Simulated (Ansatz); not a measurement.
Total density of states per atom from r²SCAN+D4 (plane waves, PAW; program Ansatz), in 0.25 eV bins, energy from the valence-band maximum:

| E (eV) | states/eV/atom |
|---|---|
| -7.85 | 0.27 |
| -7.60 | 0.32 |
| -7.35 | 0.24 |
| -7.10 | 0.31 |
| -6.85 | 0.27 |
| -6.60 | 0.25 |
| -6.35 | 0.29 |
| -6.10 | 0.31 |
| -5.85 | 0.33 |
| -5.60 | 0.37 |
| -5.35 | 0.42 |
| -5.10 | 0.45 |
| -4.85 | 0.46 |
| -4.60 | 0.47 |
| -4.35 | 0.44 |
| -4.10 | 0.43 |
| -3.85 | 0.50 |
| -3.60 | 0.48 |
| -3.35 | 0.51 |
| -3.10 | 0.41 |
| -2.85 | 0.34 |
| -2.60 | 0.30 |
| -2.35 | 0.27 |
| -2.10 | 0.24 |
| -1.85 | 0.20 |
| -1.60 | 0.16 |
| -1.35 | 0.13 |
| -1.10 | 0.11 |
| -0.85 | 0.10 |
| -0.60 | 0.09 |
| -0.35 | 0.06 |
| -0.10 | 0.02 |
| 0.15 | 0.00 |
| 0.40 | 0.00 |
| 0.65 | 0.00 |
| 0.90 | 0.00 |
| 1.15 | 0.00 |
| 1.40 | 0.00 |
| 1.65 | 0.00 |
| 1.90 | 0.00 |
| 2.15 | 0.00 |
| 2.40 | 0.00 |
| 2.65 | 0.03 |
| 2.90 | 0.08 |
| 3.15 | 0.14 |
| 3.40 | 0.23 |
| 3.65 | 0.35 |
| 3.90 | 0.46 |
| 4.15 | 0.45 |
| 4.40 | 0.26 |
| 4.65 | 0.18 |
| 4.90 | 0.16 |
| 5.15 | 0.17 |
| 5.40 | 0.39 |
| 5.65 | 0.54 |
| 5.90 | 0.37 |
| 6.15 | 0.38 |
| 6.40 | 0.59 |
| 6.65 | 0.63 |
| 6.90 | 0.50 |
| 7.15 | 0.28 |
| 7.40 | 0.27 |

### Question
Pick the material that matches.
A. GeBCN, P3m1 (B on 1b, Ge on 1c, C on 1b, N on 1c)
B. SiC12, P6/mmm (C on 12n, Si on 1b)
C. Ti2B, R-3m (Ti on 6c, B on 3a)
D. TiGe2, P6/mmm (Ti on 1a, Ge on 2d)

### Answer
A, GeBCN, P3m1 (B on 1b, Ge on 1c, C on 1b, N on 1c). Top 1 eV of the valence band: C 2p 71 %, N 2p 12 %, Ge 4p 12 %. Bottom 1 eV of the conduction band: B 2p 28 %, N 2s 19 %, Ge 4p 17 %, B 2s 10 %, Ge 4s 6 %, N 2p 5 %, outside the projected shells 8 %. Projections are on Löwdin-orthogonalised atomic valence shells; empty p or d shells of many metals are not among them.

The start of the workflow was typed in or built on a structure type; neither database checked (COD, Materials Project) lists it. Its standing as an ambient phase is unchecked. Symmetry was held in the r²SCAN+D4 relaxation; whether a distortion lowers the energy is not shown. The volume moved by -16 % from the start of the relaxation. Scalar-relativistic: spin–orbit coupling is off unless named, which matters more the heavier the elements.

Potentials: the earlier of the program's two PAW sets. The files were generated under PBE; for other functionals the program regenerates the frozen cores, and for LDA and PBEsol the local potential too.
